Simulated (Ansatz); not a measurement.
## Relaxing CsCdCl3

Level of theory: DFT LDA, scalar-relativistic, plane waves, PAW (Ansatz). Settings: 420 eV cutoff, 6×6×6 k-mesh, Gaussian smearing of 0.02 eV, no spin polarisation.

What was changed: biaxial strain in the a-b plane, c and atoms relaxed: -4.0 %.

Command:

```bash
ansatz run input.yaml --threads 1 --pin off --max-ram 2560MiB --backend cpu --events-out ev --progress --plain --runs-dir out
```

Input:

```yaml
crystal:
  lattice:
    - [4.9076857542, 0.0, 0.0]
    - [0.0, 4.9076857542, 0.0]
    - [0.0, 0.0, 5.2348648044]
  atoms:
    - { symbol: Cs, position: [0.0, 0.0, 0.0] }
    - { symbol: Cd, position: [0.5, 0.5, 0.5] }
    - { symbol: Cl, position: [0.0, 0.5, 0.5] }
    - { symbol: Cl, position: [0.5, 0.0, 0.5] }
    - { symbol: Cl, position: [0.5, 0.5, 0.0] }
basis:
  ecutwfc: 420
kpoints:
  mp_grid: { grid: [6, 6, 6] }
hamiltonian:
  xc: lda
scf:
  occupations: { method: gaussian, width: 0.02 }
output:
  forces: true
  stress: true
  eigenvalues: true
relax:
  adjacent_minimum: "off"
  f_tol: 0.008
  max_steps: 40
  cell: { stress_tol: 0.015, fix: [a, b, gamma] }
```

F is the free energy. Steps run on the plane waves of an earlier cell, but the last one, and at times one on the way, on a freshly chosen basis, so a repeated geometry can differ a little in energy. The held parts of the cell keep their stress, so P needn't end at zero.

Steps:

| step | F − F(1) (eV) | largest force component (eV/Å) | V (Å³/atom) | P (GPa) |
| --- | --- | --- | --- | --- |
| 1 | 0.0000 | 0.000 | 25.217 | 3.24 |
| 2 | -0.0006 | 0.000 | 25.297 | 3.09 |
| 3 | -0.0007 | 0.000 | 25.343 | 3.01 |
| 4 | -0.0007 | 0.000 | 25.343 | 3.01 |

Relaxed structure:

```xyz
5
Lattice="4.9077 0.0000 0.0000 0.0000 4.9077 0.0000 0.0000 0.0000 5.2610" Properties=species:S:1:pos:R:3 pbc="T T T"
Cs    0.0000    0.0000    0.0000
Cd    2.4538    2.4538    2.6305
Cl    0.0000    2.4538    2.6305
Cl    2.4538    0.0000    2.6305
Cl    2.4538    2.4538    0.0000
```

Symmetry: P4/mmm, No. 123, tetragonal system. Conventional cell: a = 4.908 Å, b = 4.908 Å, c = 5.261 Å, α = 90.00°, β = 90.00°, γ = 90.00°. Cs (site symmetry 4/mmm) has 12 Cl at 3.47 to 3.60 Å as nearest neighbours. Around Cd (site symmetry 4/mmm) lie 6 Cl at 2.45 to 2.63 Å. Around Cl (site symmetry mmm) lie 2 Cd at 2.45 Å. Cl (site symmetry 4/mmm) has 2 Cd at 2.63 Å as nearest neighbours.

The run converged. It took 36 s on 1 thread of Arm Neoverse V1 (shared host), peak memory 0.44 GiB.